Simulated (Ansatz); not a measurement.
Computed with DFT PBE, scalar-relativistic, plane waves, PAW in Ansatz. All cells share a 420 eV cutoff and Γ-centred k meshes spaced at most about 0.3 Å⁻¹ (about 0.25 or finer for metals, 2π included). Collinear spin in cells that started with moments and kept them past the coarse steps, no spin elsewhere.

Temperature and zero-point effects are left out. All come from trial cells, and lower structures may exist.

Question: Which of these relaxed structures of NbFe2N3 is the lowest in energy?
A.

```xyz
6
Lattice="2.8725 0.0000 0.0000 0.0000 4.0786 3.4279 0.0000 -4.0786 3.4279" Properties=species:S:1:pos:R:3 pbc="T T T"
Nb    1.4362    0.0000    1.5511
Fe    0.0000   -1.7156    3.1590
Fe    0.0000    1.7156    3.1590
N     0.0000    0.0000    3.2700
N     0.0000   -2.4998    4.7107
N     0.0000    2.4998    4.7107
```

B.

```xyz
6
Lattice="2.8069 1.6205 2.7606 -2.8069 1.6205 2.7606 0.0000 -3.2411 2.7606" Properties=species:S:1:pos:R:3 pbc="T T T"
Nb    0.0000    0.0000    0.0000
Fe    0.0000    0.0000    5.8266
Fe    0.0000    0.0000    2.4551
N    -1.4034    0.8103    1.3803
N     1.4034    0.8103    1.3803
N     0.0000   -1.6205    1.3803
```

C.

```xyz
6
Lattice="4.8992 0.0000 0.0000 -2.4496 4.2429 0.0000 0.0000 0.0000 2.6779" Properties=species:S:1:pos:R:3 pbc="T T T"
Nb    0.0000    0.0000    0.0000
Fe    0.0000    2.8286    0.0000
Fe    2.4496    1.4143    0.0000
N     2.4496    0.0000    1.3390
N     1.2248    2.1214    1.3390
N    -1.2248    2.1214    1.3390
```

D.

```xyz
6
Lattice="5.8062 0.0000 0.0000 -2.9031 5.0283 0.0000 0.0000 0.0000 2.6242" Properties=species:S:1:pos:R:3 pbc="T T T"
Nb    0.0000    0.0000    1.3121
Fe    0.0000    3.3522    0.0000
Fe    2.9031    1.6761    0.0000
N     2.9031    0.0000    0.0000
N    -1.4516    2.5142    0.0000
N     1.4516    2.5142    0.0000
```

Answer: A. It has space group Amm2 (No. 38); the next, B, with space group R-3m (No. 166), lies 218 meV/atom higher. Largest moments: A 0.4 μB, B 2.6 μB, C no spin, D no spin. Counting N atoms around Fe and Nb (those within 1.25 times the shortest such distance or 1.15 times the sum of covalent radii, 1.27 where that leaves under three), the lowest and the next both have Nb 6, Fe 3. Even the lowest lies +0.03 eV/atom against the elements.

The magnetic state reached may not be the lowest. Trial moments died out on the coarse mesh in P6/mmm; another magnetic start might hold. Cells relaxed within their symmetry can be saddle points. The Amm2 cell of NbFe2N3 came from shaking the P6/mmm one. Some types were kept out of the candidates beforehand, so the set may lack a known form.
